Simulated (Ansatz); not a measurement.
How far is PAW off for KLa?

```yaml
crystal:
  lattice:
    - [1.89357, -1.09325, 7.42912]
    - [0.00000, 2.18650, 7.42912]
    - [-1.89357, -1.09325, 7.42912]
  atoms:
    - { symbol: K, position: [0.00000, 0.00000, 0.00000] }
    - { symbol: La, position: [0.50000, 0.50000, 0.50000] }
```

Atoms are numbered in the order listed.

The structure comes from a relaxation in the same program, started in the L11 type, and has space group R-3m. Whether it is a known phase or the ground state wasn't checked.

Spin–orbit coupling is left out, though it moves levels of the heavy atoms by tenths of an eV or more.

Methods: DFT, PBE, PAW with Ansatz's default frozen-core files, scalar-relativistic (Ansatz 0.2.0); DFT, PBE, all-electron LAPW, scalar-relativistic (Ansatz 0.2.0).

For PAW: a Γ-centred 11×11×11 k mesh, Fermi–Dirac smearing of 0.05 eV, cutoff 420 eV, no spin polarisation. LAPW targets a basis error of 0.25 meV/atom. The Ansatz runs share mesh, smearing and spin set-up. Plane-wave (PAW) pressures include the program's estimate of the Pulay term.

Stress and pressure are positive in compression.

Levels count from the Fermi level.

PAW results:

```csv
quantity,PAW
pressure (GPa),-0.01
highest filled level at F (eV),-0.769
lowest empty level at F (eV),0.628
highest filled level at S2 (eV),-15.099
lowest empty level at S2 (eV),0.021
highest filled level at L (eV),-0.475
lowest empty level at L (eV),0.823
```

Question: What does LAPW (all electrons) give for the same quantities?

Answer: 
```csv
quantity,LAPW
pressure (GPa),0.00
highest filled level at F (eV),-0.771
lowest empty level at F (eV),0.627
highest filled level at S2 (eV),-15.100
lowest empty level at S2 (eV),0.021
highest filled level at L (eV),-0.477
lowest empty level at L (eV),0.833
```
